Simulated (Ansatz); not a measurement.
In₂O₃:
```
In2O3
1.0
    5.04051     3.30454     0.00000
   -5.04051     3.30454     0.00000
   -2.54652     0.00000     5.29512
In O
4 6
Direct
  0.55952   0.23509   0.09532
  0.76491   0.44048   0.59532
  0.23509   0.55952   0.40468
  0.44048   0.76491   0.90468
  0.69291   0.11791   0.87815
  0.88209   0.30709   0.37815
  0.45950   0.45950   0.25000
  0.54050   0.54050   0.75000
  0.11791   0.69291   0.62185
  0.30709   0.88209   0.12185
```

Relaxed with r²SCAN.

Task: Give the Bader charges and basin volumes of the independent atoms, r²SCAN in the plane-wave PAW code Ansatz.

Result: 

| atom | Bader charge (e) | Bader volume (Å³) |
|---|---|---|
| In1 | +1.92 | 14.7 |
| O5 | -1.27 | 19.0 |
| O7 | -1.30 | 16.9 |

Space group C2/c. The start of the workflow was typed in or built on a structure type; neither database checked (COD, Materials Project) lists it. It is not the phase usual at ambient conditions (space group No. 206). The r²SCAN relaxation kept the symmetry of its start; whether a distortion lowers the energy is not shown.

Potentials: the earlier of the program's two PAW sets. The files were generated under PBE; for other functionals the program regenerates the frozen cores, and for LDA and PBEsol the local potential too.
